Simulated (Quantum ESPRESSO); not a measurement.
# Moving one atom in N2As2Si3

Calculated results; nothing here was measured. They come from pw.x of Quantum ESPRESSO 7.5, a plane-wave density functional program, with PseudoDojo standard norm-conserving files (v0.5 for PBE, v0.4.1 for LDA and PBEsol). The cells are made up: elements, strain and atom displacements were drawn at random, and nothing was relaxed. There is no spin polarisation, spin-orbit coupling or dispersion term.

The cell has 8 sites of a zincblende or diamond lattice. Sites 1 to 4 hold empty N As Si; sites 5 to 8 hold As N Si Si. Cell vectors in Å: (5.044, 0.002, -0.004); (0.002, 5.158, -0.054); (-0.004, -0.054, 5.042). Settings: PBE, cutoff 1143 eV, 6 x 6 x 6 k mesh shifted by half a step, Fermi-Dirac smearing of 0.1 eV.

Each run shifts the Si atom on site 4 along z and leaves all else fixed. Site 5 is one of its nearest neighbours. E is the free energy of the cell above the lowest run shown.

```
run  shift (Å)  Fz on site 4 (eV/Å)  Fz on site 5 (eV/Å)  P (GPa)  E (meV)
  1    -0.1915                0.278               -1.226     1.36      3.3
  2    -0.1702                0.033               -1.145     1.34      0.0
  3    -0.1195               -0.571               -0.939     1.37     13.5
  5     0.0883               -3.280                0.129     2.40    408.8
  6     0.1481               -4.090                0.495     2.98    629.2
  7     0.1921               -4.685                0.777     3.49    822.3
  4    -0.0112                    ?                    ?        ?        ?
```

A rerun of one of these cells at 1437 eV and k mesh 8 x 8 x 8 moved values by no more than 0.003 eV in the cell's energy, 0.03 GPa in stress and 0.009 eV/Å in force.

## Worked fit

A parabola through the six runs shown gives Fz on site 4 = -2.103 - 12.99 u - 2.6 u² eV/Å, with u in Å and a scatter of 0.015 eV/Å. Minus the slope, 12.99 ± 0.22 eV/Å², is this atom's force constant along z at u = 0, with its periodic images moving too. The fitted force vanishes at u = -0.168 Å, where the energy should be lowest along this line. The error is the larger of the fit's own and the change that a cubic makes, rounded up.

## Withheld run

Question: what Fz on site 4 should run 4 give?

The fit gives -1.958 eV/Å. The calculation gave -1.950 eV/Å.

| run | shift (Å) | Fz on site 4 (eV/Å) | Fz on site 5 (eV/Å) | P (GPa) | E (meV) |
| --- | --- | --- | --- | --- | --- |
| 4 | -0.0112 | -1.950 | -0.425 | 1.71 | 149.0 |